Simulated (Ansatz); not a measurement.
# Lattice dynamics of Fe

Fe in a ferromagnetic state, relaxed with PBEsol.

```
Fe
1.0
    -1.39150    1.39150    1.39150
     1.39150   -1.39150    1.39150
     1.39150    1.39150   -1.39150
Fe
1
Cartesian
  0.0000 0.0000 0.0000
```

Method (Ansatz, development build): PBEsol; Ansatz hand-made PAW at 844 eV; k mesh 8×8×8; Fermi–Dirac smearing of 0.1 eV; collinear spin from start moments 2.2 μB (atoms as listed). Harmonic phonons by finite displacements in cells commensurate with each q, in cm⁻¹; i marks an unstable mode.

Caveats: coarse k mesh.

Question: Give all 3 branches at q = (0.5, -0.5, 0.5) and q = (0, 0, 0.5) (reciprocal cell vectors).

Answer: q = (0.5, -0.5, 0.5): 276 (×3). q = (0, 0, 0.5): 192, 208, 338.
